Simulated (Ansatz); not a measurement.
Lu (hcp, Mg type)

```yaml
crystal:
  lattice:
    - [3.50708, 0.00000, 0.00000]
    - [-1.75354, 3.03722, 0.00000]
    - [0.00000, 0.00000, 5.46208]
  atoms:
    - { symbol: Lu, position: [0.33333, 0.66667, 0.75000] }
    - { symbol: Lu, position: [0.66667, 0.33333, 0.25000] }
```

The slice is a (-1 1 0 2) plane (indices of the conventional cell) through the point (0.667, 0.333, 0.250) (fractional), spanned by u = [110] and v = [1 -1 1] in vectors of this cell: u (3.51 Å) and v (8.17 Å, at 90° to u). It covers one period; positions are fractions (u, v).

Calculation: PBE (plane waves to 420 eV, PAW, scalar-relativistic; Ansatz, a quantum-chemistry and plane-wave program). k mesh 15×15×9. These are valence fields of a PAW run, semicore shells included where kept as valence: close to a nucleus they are smooth pseudo fields. Lu is run without spin polarisation. Lu was relaxed with its symmetry unable to fall.

Q: What is the valence density on the shortest Lu–Lu line in this plane (3.51 Å), at its midpoint?

A: 0.11 e/Å³.

Q: What is the ELF at the midpoint of the shortest Lu–Lu line in this plane (3.51 Å)?

A: 0.26.

Q: Sketch the electrostatic potential energy of an electron, from the cell's mean on this plane as a map.

A: 
| v \ u | 0.00 | 0.14 | 0.29 | 0.43 | 0.57 | 0.71 | 0.86 |
|---|---|---|---|---|---|---|---|
| 0.88 | <2.0 | <2.0 | 5.8 | 9.3 | 9.3 | 5.8 | <2.0 |
| 0.75 | 5.6 | 6.7 | 8.8 | 10.2 | 10.2 | 8.8 | 6.7 |
| 0.62 | x | x | <2.0 | 7.8 | 7.8 | <2.0 | x |
| 0.50 | <2.0 | <2.0 | 5.5 | 8.9 | 8.9 | 5.5 | <2.0 |
| 0.38 | 9.6 | 9.1 | 7.6 | 5.9 | 5.9 | 7.6 | 9.1 |
| 0.25 | 10.3 | 9.7 | 7.8 | 5.9 | 5.9 | 7.8 | 9.7 |
| 0.12 | <2.0 | <2.0 | 5.5 | 8.7 | 8.7 | 5.5 | <2.0 |
| 0.00 | x | x | <2.0 | 6.0 | 6.0 | <2.0 | x |

Values: electrostatic potential energy of an electron, from the cell's mean, in eV. Points within 1 Å of a nucleus are blanked (x), as the pseudised field means little there. Values under 2 eV are set to 2. The zero, the cell's mean, hangs on the PAW cores.
